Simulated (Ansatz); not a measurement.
Polymorphs of Y, each relaxed with r²SCAN (plane waves, PAW; program Ansatz):

A: 9R (Sm type) (R-3m)
a = b = 3.636 Å, c = 26.291 Å, α = β = 90.00°, γ = 120.00°

```
atom  site  symmetry       x       y       z
----  ----  --------  ------  ------  ------
Y       3a       -3m  0.0000  0.0000  0.0000
Y       6c        3m  0.0000  0.0000  0.2224
```

B: diamond (Fd-3m)
a = b = c = 6.9131 Å, α = β = γ = 90.00°

```tsv
atom	site	symmetry	x	y	z
Y	8b	-43m	0.5000	0.5000	0.5000
```

**Question.** Rank these by energy per atom at 0 K (lowest first), as r²SCAN gives it.

**Answer.** A (+0 meV/atom), B (+2161 meV/atom)

Spin orders computed, not proven ground states: A antiferromagnetic. Typed or built starts, not in the databases checked: B. Not the usual ambient phase: A; B. Unstable at this level: B. All cells were relaxed under the symmetry of their starts (and spin orders); stability against distortions was not tested throughout. Rows with no word on spin ran without spin polarisation. Scalar-relativistic: spin–orbit coupling is off unless named, which matters more the heavier the elements.

Energies hold the estimated change up to a 700 eV cutoff; steps of a few meV lie near the error of the meshes.

Potentials: the later of the program's two PAW sets.
